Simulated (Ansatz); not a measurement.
Here is the system:

Ge₂Mo:
```
CELL_PARAMETERS angstrom
      6.27622     0.00000     0.00000
      0.00000     3.41151     0.00000
      0.00000     0.00000     8.49290
ATOMIC_POSITIONS crystal
  Ge 0.86434 0.25000 0.04092
  Ge 0.63566 0.75000 0.54092
  Ge 0.36434 0.25000 0.45908
  Ge 0.13566 0.75000 0.95908
  Mo 0.24966 0.25000 0.17130
  Mo 0.25034 0.75000 0.67130
  Mo 0.74966 0.25000 0.32870
  Mo 0.75034 0.75000 0.82870
  Ge 0.93786 0.25000 0.63248
  Ge 0.56214 0.75000 0.13248
  Ge 0.43786 0.25000 0.86752
  Ge 0.06214 0.75000 0.36752
```

This is the LDA-relaxed structure.

**Question.** All from LDA (plane waves, PAW; program Ansatz), unless another level is named. Predict the electronic character.

**Answer.** metallic (no gap).

**Question.** What about the formation energy from the elements (no fitted shifts)?

**Answer.** -24 kJ/mol of atoms.

**Question.** Give the density of states at the Fermi level.

**Answer.** 0.12 states/eV per atom (mean over ±0.08 eV).

Space group Pnma. The workflow started from an entry of the Crystallography Open Database (COD). Whether it is the stable phase at ambient conditions was not checked. The cell was relaxed with LDA under the symmetry of its start; whether a distortion lowers the energy is not shown. No spin polarisation was allowed. The references are the lowest solids computed at this level, not always the standard phases. Spin–orbit coupling is left out wherever it is not named.

Potentials: the later of the program's two PAW sets.
